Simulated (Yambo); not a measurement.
Consider the following.

```xyz
10
Lattice="0.0000 4.6007 4.6007 4.6007 0.0000 4.6007 4.6007 4.6007 0.0000" Properties=species:S:1:pos:R:3 pbc="T T T"
F      4.6007     4.6007     6.9997
F      4.6007     4.6007     2.2017
F      6.9997     4.6007     4.6007
F      2.2017     4.6007     4.6007
F      4.6007     6.9997     4.6007
F      4.6007     2.2017     4.6007
Na     4.6007     4.6007     4.6007
Y      0.0000     0.0000     0.0000
Cs     2.3004     2.3004     2.3004
Cs     6.9011     6.9011     6.9011
```

Workflow: LDA (Quantum ESPRESSO, PseudoDojo norm-conserving, 88 Ry, no spin-orbit coupling), then G0W0 in Yambo (2×2×2 Γ-centred k mesh, bands 2 to 286 and a 7 Ry block in the screening, 286 bands in G with the Bruneval-Gonze terminator, plasmon pole fitted at 27.2 eV).

Question: Give the LDA and G0W0 gaps between the band edges found on this mesh, and say where the edges lie.

Answer: Edges: Γ → Γ. LDA: 6.54 eV; G0W0: 10.26 eV. Nearest settings tried, and what they do to the gap: 224 bands in W, 224 bands in G: +34 meV; 6 Ry block (339 vectors against 459): +17 meV; 1×1×1 mesh: -52 meV. So the settings aren't converged at that level. The k mesh is coarse. 

Geometry of the Materials Project entry, not relaxed at this level.
